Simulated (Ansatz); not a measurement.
Input:

Starting cell, CdS (wurtzite):

```yaml
crystal:
  lattice:
    - [4.16356, 0.00000, 0.00000]
    - [-2.08178, 3.60575, 0.00000]
    - [0.00000, 0.00000, 6.76722]
  atoms:
    - { symbol: Cd, position: [0.66667, 0.33333, 0.00099] }
    - { symbol: Cd, position: [0.33333, 0.66667, 0.50099] }
    - { symbol: S, position: [0.66667, 0.33333, 0.62421] }
    - { symbol: S, position: [0.33333, 0.66667, 0.12421] }
```

In each cell atom 4 (S, nearest neighbour Cd at 2.544 Å; its periodic images, 4.2 Å or more away, move with it) moves by s·(0.000, 0.000, 1.000) (along Cartesian z), the rest being held.

The numbers are results of r2SCAN (plane waves to 500 eV, PAW, scalar-relativistic; Ansatz, an electronic-structure program), not measurements. k mesh 7×7×4 (Γ-centred), Fermi-Dirac smearing 0.05 eV. E stands for the smeared free energy. Left out: 1 of 11 points, with atoms too close for the PAW data. CdS was relaxed with its symmetry unable to fall. ΔE is measured from the undisplaced structure.

The scan covers s from -0.760 to 0.608 Å in 10 points.

Q: Is the energy the same for displacements of ±0.608 Å, and if not, which side lies higher?

A: Not even: the positive side lies higher at ±0.608 Å. With its periodic images moving along, the atom's site symmetry in this cell is 3m..

Q: What force acts on the atom along the line at s = -0.760 Å?

A: 1.60 eV/Å.

Q: What is the energy change at s = 0.608 Å?

A: 2869 meV/cell.

Q: What is the force constant k = d²E/ds² of this move at s = 0?

A: 7.32 eV/Å².

(For displaced atoms, the force is minus the slope of the energy, and its curvature is a force constant, which sets phonon frequencies.)
